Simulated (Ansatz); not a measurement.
Relax this structure to zero stress and force, keeping its symmetry:

```yaml
crystal:
  lattice:
    - [3.78453, 0.00000, 0.00000]
    - [-1.89227, 3.27750, 0.00000]
    - [0.00000, 0.00000, 5.76649]
  atoms:
    - { symbol: Sn, position: [0.00000, 0.00000, 0.00000] }
    - { symbol: Se, position: [0.33333, 0.66667, 0.27498] }
    - { symbol: Se, position: [0.66667, 0.33333, 0.72502] }
```

Method: DFT PBEsol+D3(BJ), scalar-relativistic, plane waves, PAW in Ansatz.

Cutoff 420 eV; k points 12×12×6 on the computed 3-atom cell (Γ-centred); Gaussian smearing, width 0.02 eV; no spin polarisation.

Task: What does it relax to?

Result: The volume rises by 0.08 Å³/atom to 23.92 Å³/atom, and the energy changes by under 0.1 meV/atom. Final structure:
```cif
data_structure
_symmetry_space_group_name_H-M 'P-3m1'
_symmetry_Int_Tables_number 164
_cell_length_a 3.7901
_cell_length_b 3.7901
_cell_length_c 5.7680
_cell_angle_alpha 90.000
_cell_angle_beta 90.000
_cell_angle_gamma 120.000
_cell_volume 71.76
loop_
_atom_site_label
_atom_site_type_symbol
_atom_site_symmetry_multiplicity
_atom_site_Wyckoff_symbol
_atom_site_fract_x
_atom_site_fract_y
_atom_site_fract_z
_atom_site_occupancy
Sn1 Sn 1 a 0.00000 0.00000 0.00000 1
Se1 Se 2 d 0.33333 0.66667 0.27500 1
```

Course of the relaxation (steps run on the plane waves of an earlier cell, and the basis is chosen afresh near the end, so energy and pressure can step there; trial steps that raised the energy were taken back; energies are free energies):

```tsv
step	E − E_final (meV/atom)	largest force component (eV/Å)	P (GPa)	V (Å³/atom)
1	0.1	0.017	0.24	23.84
2	0.1	0.003	-0.23	24.02
3	0.0	0.002	-0.01	23.92
4	0.0	0.002	-0.01	23.92
```

Cost: 1 run of about 0.73 core-minutes, on Intel Xeon Platinum 8259CL (Skylake/Cascade Lake) (shared hosts).